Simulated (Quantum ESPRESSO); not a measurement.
pw.x input (Quantum ESPRESSO 7.5; PBE, PseudoDojo standard norm-conserving files, scalar-relativistic):

```
&CONTROL
  calculation = 'scf'
  pseudo_dir = './pseudo'
  outdir = './out'
  tprnfor = .true.
  tstress = .true.
/
&SYSTEM
  ibrav = 0
  nat = 6
  ntyp = 2
  ecutwfc = 84.0
  ecutrho = 336.0
  occupations = 'smearing'
  smearing = 'fd'
  degauss = 0.002
  nbnd = 36
  assume_isolated = '2D'
/
&ELECTRONS
  conv_thr = 6e-10
/
ATOMIC_SPECIES
S 32.0600 S.upf
Pt 195.0840 Pt.upf
CELL_PARAMETERS angstrom
  3.559417946967   0.000000000000   0.000000000000
 -1.779708973483   3.082546364759   0.000000000000
  0.000000000000   0.000000000000  25.100000000000
ATOMIC_POSITIONS crystal
S   0.666666667000   0.333333333000  -0.143934764100
S   0.333333333667   0.666666666333  -0.046368006400
S   0.666666667000   0.333333333000   0.046368006400
S   0.333333333667   0.666666666333   0.143934764100
Pt   0.000000000333   0.000000000000  -0.094521996800
Pt   0.000000000333   0.000000000000   0.094521996800
K_POINTS automatic
12 12 1 0 0 0
```

End of the output:

```
     total energy              =    -610.55077857 Ry
     estimated scf accuracy    <       0.00000094 Ry
     total energy              =    -610.55077883 Ry
     estimated scf accuracy    <       0.00000003 Ry
     total energy              =    -610.55077885 Ry
     estimated scf accuracy    <          2.9E-09 Ry
[...]
     the Fermi energy is    -5.1242 ev
!    total energy              =    -610.55077885 Ry
     estimated scf accuracy    <          1.5E-10 Ry
     smearing contrib. (-TS)   =      -0.00000000 Ry
     internal energy E=F+TS    =    -610.55077884 Ry
     The total energy is F=E-TS. E is the sum of the following terms:
     one-electron contribution =   -7551.38024028 Ry
     hartree contribution      =    3762.32191701 Ry
     xc contribution           =    -120.14149623 Ry
     ewald contribution        =    3298.64904065 Ry
     convergence has been achieved in  11 iterations
     Forces acting on atoms (cartesian axes, Ry/au):
     atom    1 type  1   force =     0.00000000    0.00000000   -0.00430310
     atom    2 type  1   force =     0.00000000    0.00000000   -0.00180118
     atom    3 type  1   force =    -0.00000000   -0.00000000    0.00180118
     atom    4 type  1   force =     0.00000000   -0.00000000    0.00430310
     atom    5 type  2   force =    -0.00000000   -0.00000000   -0.00472270
     atom    6 type  2   force =     0.00000000    0.00000000    0.00472270
     Total force =     0.009388     Total SCF correction =     0.000120
```
In a gapped system the printed Fermi energy is only some level inside the gap.

Spin-orbit coupling is not included.

Geometry relaxed with PBE+D3(BJ).
